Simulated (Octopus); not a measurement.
# Ru (P63/mmc, No. 194): band energies at special points

Ru (P63/mmc, No. 194):
```xyz
2
Lattice="2.7078 0.0000 0.0000 -1.3539 2.3450 0.0000 0.0000 0.0000 4.2681" Properties=species:S:1:pos:R:3 pbc="T T T"
Ru     0.0000     1.5634     1.0670
Ru     1.3539     0.7817     3.2011
```
The cell is a database entry, not relaxed again.

Method: LDA in Octopus 16.4; grid spacing about 0.16 Å, Γ-centred 12×12×8 k-mesh, Fermi-Dirac smearing of 0.1 eV, no spin polarisation; PseudoDojo 0.4 LDA potentials.

Energies in eV against the Fermi level; 32 electrons a cell outside the pseudopotentials' cores.

```csv
k-point (reduced),band 12,band 13,band 14,band 15,band 16,band 17,band 18,band 19
"Γ (0.000, 0.000, 0.000)",-2.65,-2.44,-1.96,-1.96,-1.45,-1.45,1.19,1.19
"M (0.500, 0.000, 0.000)",-3.09,-2.08,-1.86,-1.55,1.39,1.82,1.94,4.03
"K (0.333, 0.333, 0.000)",-3.83,-2.87,-2.87,-1.10,1.00,1.00,1.48,6.99
"A (0.000, 0.000, 0.500)",-2.83,-2.83,-2.83,-2.75,-2.75,0.54,0.54,0.54
"L (0.500, 0.000, 0.500)",-4.57,-1.10,-1.10,0.41,0.41,1.65,1.65,3.36
"H (0.333, 0.333, 0.500)",-4.16,-2.76,-2.76,-1.21,-1.21,1.20,1.20,8.39
```
